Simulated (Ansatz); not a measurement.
# PtSe2 (P-3m1), axial (c/a) deformation path

Computed with DFT PBEsol+D3(BJ), scalar-relativistic, plane waves, PAW (Ansatz). Cutoff 420 eV, Γ-centred 18×18×10 k-points, Gaussian smearing of 0.15 eV. Spin–orbit coupling is left out, which can shift energies with elements as heavy as these. No spin polarisation. Energies are free energies at this smearing, counted from the undisturbed cell; pressure is positive in compression.

The starting cell (as given, not relaxed at this level; it stands at -1.4 GPa):

```
Pt Se
1.0
     3.72400    0.00000    0.00000
    -1.86200    3.22508    0.00000
     0.00000    0.00000    5.06200
Pt Se
1 2
Direct
  0.00000 0.00000 0.00000
  0.33333 0.66667 0.25000
  0.66667 0.33333 0.75000
```

At fixed volume and fractional coordinates, lengths along (0.000, 0.000, 1.000) are scaled against those across it; ρ is that ratio over its starting value.

| ρ | ΔE (meV/atom) |
| --- | --- |
| 0.800 | 96.6 |
| 0.850 | 45.3 |
| 0.920 | 6.2 |
| 0.960 | -1.4 |
| 1.000 | 0.0 |
| 1.050 | 12.4 |
| 1.100 | 34.5 |
| 1.200 | 100.1 |

Q: Predict the pressure (GPa) at each point.

A:
```
    ρ  pressure (GPa)
0.800            -8.7
0.850            -6.8
0.920            -4.2
0.960            -2.7
1.000            -1.4
1.050             0.2
1.100             1.5
1.200             3.5
```

Cost: 8 runs of about 7.4 core-minutes in all, on Intel Xeon Processor @ 2.50GHz (Skylake/Cascade Lake) (shared hosts).